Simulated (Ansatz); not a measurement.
Level of theory: Ansatz 0.2.0, DFT PBE, scalar-relativistic, plane waves, PAW. Cutoff 420 eV, Γ-centred 12×12×6 mesh (5-atom cell), Gaussian smearing of 0.01 eV, no spin polarisation.

Energies over the elements count from the elements' standard structures at the same level (F₂ as a molecule), with no fitted energy shifts.

Question: Propose a candidate for a trigonal narrow-gap semiconductor with formula Lu₂SiF₂, with a gap near 0.3 eV, a formation energy near −2.28 eV/atom and a density near 7.67 g/cm³, in a cell of 5 atoms.

Answer: Lu₂SiF₂, space group P-3m1 (No. 164). Around Lu lie 1 F at 2.28 Å, 3 F at 2.55 Å and 3 Si at 2.79 Å; Si is surrounded by 6 Lu at 2.79 Å; F is surrounded by 1 Lu at 2.28 Å, 3 Lu at 2.55 Å and 3 F at 2.64 Å.

```cif
data_structure
_symmetry_space_group_name_H-M 'P-3m1'
_symmetry_Int_Tables_number 164
_cell_length_a 4.0317
_cell_length_b 4.0317
_cell_length_c 6.3978
_cell_angle_alpha 90.000
_cell_angle_beta 90.000
_cell_angle_gamma 120.000
_cell_volume 90.06
loop_
_atom_site_label
_atom_site_type_symbol
_atom_site_symmetry_multiplicity
_atom_site_Wyckoff_symbol
_atom_site_fract_x
_atom_site_fract_y
_atom_site_fract_z
_atom_site_occupancy
Lu1 Lu 2 d 0.66667 0.33333 0.24033 1
Si1 Si 1 a 0.00000 0.00000 0.00000 1
F1 F 2 d 0.66667 0.33333 0.59678 1
```

| Item | Value |
| --- | --- |
| Volume per atom | 18.01 Å³ |
| Density | 7.67 g/cm³ |
| Energy over the elements | −2.280 eV/atom |
| Gap on the 12×12×6 mesh of the 5-atom cell | 0.26 eV |

The cell was found from a structure generator's guess, not taken from experiment. Other answers may fit too; this one was computed.

Kohn–Sham gaps at this level usually fall short of measured ones. Small gaps are read on the mesh alone, and bands can cross between its points. Symmetry constrained the relaxation, so the result can be a saddle point.
